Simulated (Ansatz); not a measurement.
A geometry of Cr away from equilibrium: the start of the relaxation of a relaxed Cr cell, doubled along one cell vector, shaken by Gaussian noise of σ = 0.08 Å a coordinate. Method: r2SCAN (plane waves to 500 eV, PAW, scalar-relativistic; Ansatz, a program for electronic structure). Γ-centred k-mesh 16×8×16 on the run's cell (coarser than for final values), Fermi–Dirac smearing 0.05 eV.

```xyz
2
Lattice="-1.4155 1.4155 1.4155 2.8309 -2.8309 2.8309 1.4155 1.4155 -1.4155" Properties=species:S:1:pos:R:3 pbc="T T T"
Cr    -0.0999     0.0326     0.1348
Cr     1.6319    -1.4174     1.3664
```

Question: What forces act on the atoms (eV/Å)?

Answer: 
```csv
atom,Fx,Fy,Fz
Cr1,2.51,-0.08,-0.48
Cr2,-2.51,0.08,0.48
```

Question: What is the pressure?

Answer: +5.2 GPa, compression positive.

Question: How far above the relaxed end point is this geometry?

Answer: 0.25 eV/atom; the path ends in Im-3m (No. 229) (bcc (W type)).

No spin polarisation in the result. A magnetic state may lie lower.

The run could not lose the symmetry of its start.
